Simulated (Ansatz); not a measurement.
**Structure relaxation, ScAl$_{3}$**

The start is a relaxed ScAl3 cell shaken by Gaussian noise of σ = 0.08 Å a coordinate. The cell and all atomic positions are relaxed at zero pressure with r2SCAN (plane waves to 500 eV, PAW, scalar-relativistic; Ansatz, a quantum-chemistry and plane-wave program). The first steps use a coarse 8×8×4 k-mesh.

The start:
```
CELL_PARAMETERS angstrom
      4.89822     0.00000     0.00000
     -2.44911     4.24198     0.00000
      0.00000     0.00000     8.18061
ATOMIC_POSITIONS crystal
  Al 0.97194 0.97415 0.98839
  Al 0.33932 0.66573 0.14205
  Al 0.64938 0.32558 0.16926
  Al 0.68278 0.35009 0.86361
  Al 0.36361 0.66913 0.85245
  Al 0.98922 0.01788 0.51071
  Sc 0.33556 0.69403 0.50171
  Sc 0.66174 0.33467 0.49847
```

Which atoms feel the largest initial force, and how large is it?

1.97 eV/Å, on Al2 (atoms numbered as listed).

By how much does the energy per atom fall from start to end?

0.54 eV/atom.

How does the volume change?

-10.0 %, from 21.25 to 19.13 Å³/atom.

Does it find its way back to the structure it was made from?

It does not go back: it reaches P-3m1 (No. 164), 0.49 eV/atom below the parent.

Write out the relaxed structure.


Space group P-3m1 (No. 164); a = b = 4.5767 Å, c = 8.4382 Å, α = β = 90.00°, γ = 120.00°

| atom | site | symmetry | x | y | z |
|---|---|---|---|---|---|
| Al | 2c | 3m. | 0.0000 | 0.0000 | 0.3296 |
| Al | 2d | 3m. | 0.3333 | 0.6667 | 0.0844 |
| Al | 2d | 3m. | 0.6667 | 0.3333 | 0.2277 |
| Sc | 2d | 3m. | 0.3333 | 0.6667 | 0.4144 |

Final values are on a 12×12×6 k-mesh of the relaxed cell. No spin polarisation in the result.

The relaxed structure here is a generated cell of ScAl3: the first start was made by a random draw of sites in a space group, and the end was not matched to a known phase here, so it may be hypothetical.
